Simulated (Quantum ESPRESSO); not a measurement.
# AlAu7: a guest atom moved from site to site

A calculation, not a measurement. The program is pw.x of Quantum ESPRESSO 7.5 (plane-wave density functional theory). The cell is made up: eight metal atoms on a face-centred cubic lattice, with elements, volume, strain and displacements drawn at random and not relaxed, so it may be unstable or far from any real phase. PseudoDojo standard norm-conserving files set the functional (PBE unless stated); there is no spin polarisation or spin-orbit coupling, the Fermi-Dirac width of 0.25 eV means electrons at about 2900 K, and the masses in the input are unused placeholders. Heavy elements are run without spin-orbit coupling, which real alloys of them have.

The runs move one Al atom among sites that otherwise hold Au. Cell, positions, cutoff, mesh and smearing stay as in the input of run 1; sites are counted in its order. Stress in the tables is positive in tension.

Input of run 1:

```
&control calculation='scf', pseudo_dir='./dojo.nc.sr.pbe.v0_5.standard.upf', outdir='./o', disk_io='medium', tprnfor=.true., tstress=.true. /
&system ibrav=0, nat=8, ntyp=2, nbnd=76, ecutwfc=75.99759826, nosym=.true., tot_charge=0,
 occupations='smearing', smearing='fd', degauss=0.0183746611
/
&electrons conv_thr=1.470e-08, electron_maxstep=70, mixing_beta=0.5 /
ATOMIC_SPECIES
Al 1.0 Al.upf
Au 1.0 Au.upf
CELL_PARAMETERS angstrom
0.0141 -0.0015 -4.269
-4.1588 -0.0706 0.0141
2.2137 8.5417 2.1304
ATOMIC_POSITIONS angstrom
Al -0.0612 -0.1197 0.0147
Au -1.8831 2.2153 -0.1494
Au 0.1832 4.3609 0.0796
Au -1.8336 6.3353 -0.2399
Au -2.1902 0.0995 -2.2278
Au 0.1097 2.1029 -2.0664
Au -1.9659 4.2903 -2.2559
Au 0.099 6.445 -2.0548
K_POINTS automatic
6 6 3 1 1 1
```

| run | elements on sites 1 to 8 | free energy less that of run 1 (eV) | -TS (eV) | pressure (GPa) | stress xx (GPa) | stress yy (GPa) | stress zz (GPa) | stress yz (GPa) | stress xz (GPa) | stress xy (GPa) | iterations |
| --- | --- | --- | --- | --- | --- | --- | --- | --- | --- | --- | --- |
| 1 | Al Au Au Au Au Au Au Au | 0.000 | -0.532 | -4.55 | 2.86 | 5.88 | 4.92 | -0.37 | 1.09 | 1.14 | 12 |
| 2 | Au Al Au Au Au Au Au Au | 0.078 | -0.538 | -4.16 | 2.58 | 4.99 | 4.90 | 0.46 | 0.62 | 1.17 | 12 |
| 3 | Au Au Al Au Au Au Au Au | -0.007 | -0.529 | -4.61 | 3.43 | 5.48 | 4.91 | 0.13 | 1.20 | 1.06 | 11 |
| 4 | Au Au Au Al Au Au Au Au | -0.172 | -0.535 | -5.36 | 3.85 | 6.05 | 6.17 | -0.38 | 0.35 | 1.45 | 12 |
| 5 | Au Au Au Au Au Au Al Au | 0.027 | -0.539 | -4.40 | 2.81 | 5.25 | 5.15 | 0.60 | 1.18 | 1.39 | 12 |

Forces Fx Fy Fz (eV/Å):

| site | run 1 | run 2 | run 3 | run 4 | run 5 |
| --- | --- | --- | --- | --- | --- |
| 1 | -0.07 0.22 -0.14 | -0.37 0.93 -0.71 | -0.21 0.64 -0.68 | -0.15 0.08 -0.36 | -0.24 0.82 -0.70 |
| 2 | -0.06 -0.30 0.52 | -0.01 0.03 0.04 | -0.22 0.34 0.59 | -0.21 -0.17 0.48 | -0.25 0.35 0.38 |
| 3 | -0.04 -0.25 -0.25 | -0.01 -0.71 -0.32 | -0.01 -0.12 0.00 | -0.19 0.25 -0.40 | 0.24 -0.33 0.39 |
| 4 | -0.89 0.44 1.10 | -0.81 0.00 1.42 | -0.62 -0.60 1.59 | -0.18 -0.07 0.29 | -0.85 -0.56 1.22 |
| 5 | 0.55 -0.49 0.02 | 0.81 -0.01 0.26 | 0.71 -0.24 0.29 | 0.60 -0.61 0.22 | 0.72 -0.43 0.26 |
| 6 | -0.35 0.26 -0.35 | -0.54 0.62 0.24 | -0.28 0.74 -0.35 | -0.29 0.60 -0.39 | -0.34 0.79 -0.41 |
| 7 | 0.19 -0.38 0.17 | 0.24 -0.62 0.15 | -0.09 -0.24 -0.44 | 0.24 0.17 0.29 | 0.04 -0.12 -0.01 |
| 8 | 0.67 0.50 -1.09 | 0.70 -0.24 -1.08 | 0.72 -0.53 -1.01 | 0.17 -0.25 -0.14 | 0.69 -0.53 -1.13 |

The sites are displaced and not relaxed, so the energy differences hold strain from misfit and are not ordering energies. A rerun of one cell of this series at a higher cutoff and on a denser mesh moved values by no more than 0.008 eV in energy, 0.12 GPa in stress and 0.008 eV/Å in force, and a second program with other atomic files agreed on that cell to 2 % rms in force and 0.5 GPa in pressure.